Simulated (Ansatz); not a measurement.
A: BaZrO3 (cubic perovskite), a = b = c = 4.181 Å, α = β = γ = 90.00°
B: CoAs3 (space group Im-3), a = b = c = 8.1506 Å, α = β = γ = 90.00°
C: GaP (zinc blende), a = b = c = 5.438 Å, α = β = γ = 90.00°
D: HgSe (zinc blende), a = b = c = 6.1333 Å, α = β = γ = 90.00°
E: Fe (bcc, W type), a = b = c = 2.787 Å, α = β = γ = 90.00°

Scan: energy against volume (even scaling of the relaxed cell, symmetry kept). All come from one method, each on a k mesh of its own. All were relaxed with their symmetry unable to fall. At this level the bands of CoAs3 touch or barely overlap; measurements give the solid a gap. At this level the bands of HgSe touch or barely overlap. BaZrO3 is run without spin polarisation. CoAs3 is run without spin polarisation. Relaxed Fe ends ferromagnetic. Spin-orbit coupling is left out. The magnetic order is the one the run started from; other orders were not tried. (This holds for the magnetic or f-shell members.)

Task: Order them by bulk modulus (fitted) (highest first) at the level PBEsol (plane waves to 420 eV, PAW, scalar-relativistic; Ansatz, an electronic-structure program).

Result: E (223 GPa), A (163 GPa), B (129 GPa), C (84.9 GPa), D (51.5 GPa)

(Under strain, the slope of the energy per volume gives the stress and its curvature an elastic modulus.)
